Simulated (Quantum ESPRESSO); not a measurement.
Empty bands for a GW run on YOF (space group R-3m, No. 166): 124 bands on a 4×4×4 mesh, PBEsol, PseudoDojo standard norm-conserving files, scalar-relativistic, Quantum ESPRESSO. The input, in which only the diagonalization keyword changes:

```
&CONTROL
  calculation = 'nscf'
  pseudo_dir = './pseudo'
  outdir = './out'
/
&SYSTEM
  ibrav = 0
  nat = 6
  ntyp = 3
  ecutwfc = 84.0
  ecutrho = 336.0
  occupations = 'fixed'
  force_symmorphic = .true.
  nbnd = 124
/
&ELECTRONS
  conv_thr = 6.000000000000001e-09
  diago_full_acc = .true.
  diago_thr_init = 1e-08
  diagonalization = 'david'
/
ATOMIC_SPECIES
O 15.9990 O.upf
F 18.9984 F.upf
Y 88.9058 Y.upf
CELL_PARAMETERS angstrom
  1.897854938000   1.095727059000   6.296630000000
 -1.897854938000   1.095727059000   6.296630000000
  0.000000000000  -2.191454119000   6.296630000000
ATOMIC_POSITIONS crystal
O   0.621167000000   0.621167000000   0.621167000000
O   0.378833000000   0.378833000000   0.378833000000
F   0.130523000000   0.130523000000   0.130523000000
F   0.869477000000   0.869477000000   0.869477000000
Y   0.741570000000   0.741570000000   0.741570000000
Y   0.258430000000   0.258430000000   0.258430000000
K_POINTS automatic
4 4 4 0 0 0
```

```tsv
diagonalization	mean iterations per k point	rough time	largest change of an eigenvalue (eV)
david	25	1	–
cg	40	about 3×	4e-07
paro	17	within a factor of two	3e-07
```

An iteration means different work in each solver, so the counts don't rank them. Times are rough ratios from shared machines.

Geometry of the Materials Project entry, not relaxed at this level.
